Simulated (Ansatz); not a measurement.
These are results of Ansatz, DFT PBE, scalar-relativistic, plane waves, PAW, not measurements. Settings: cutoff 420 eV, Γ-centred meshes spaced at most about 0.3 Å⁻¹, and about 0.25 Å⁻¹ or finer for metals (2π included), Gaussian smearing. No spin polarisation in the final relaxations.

Temperature and zero-point effects are left out.

Two forms of Bi2S were relaxed alike.

A. Space group P6/mmm (No. 191), hexagonal, a = 6.994 Å, c = 4.323 Å. Bi on a site of symmetry mmm has 4 S at 2.96 Å and 6 Bi at 3.50 Å; around Bi on a site of symmetry 6/mmm lie 6 Bi at 3.50 Å; around S lie 6 Bi at 2.96 Å.

B. Space group Cmmm (No. 65), orthorhombic, a = 6.022 Å, b = 9.028 Å, c = 3.249 Å. Bi has 1 S at 2.80 Å, 5 Bi at 3.20–3.42 Å and 2 S at 3.46 Å; around S lie 2 Bi at 2.80 Å, 2 S at 3.25 Å and 4 Bi at 3.46 Å.

Question: Which is lower in energy, and by how much?

Answer: A is lower, by 154 meV/atom. A has space group P6/mmm (No. 191), 30.5 Å³/atom and no gap on its mesh; B has space group Cmmm (No. 65), 29.4 Å³/atom and no gap. Counting S atoms around Bi (those within 1.25 times the shortest such distance or 1.15 times the sum of covalent radii, 1.27 where that leaves under three; a plus sign parts nearer from farther groups; the shortest distance is added where it exceeds 1.18 times the sum of covalent radii; a slash parts the counts of unlike sites), A has Bi 4/12 from 4.6 Å and B has Bi 1+2. The lower one is the more open, so pressure narrows the difference. Even the lower one lies +0.06 eV/atom against the reference forms of the elements (uncorrected), so neither is stable at this level. Both come from invented guesses.

Spin–orbit coupling, which can matter for Bi, is left out. Cells relaxed within their symmetry can be saddle points.
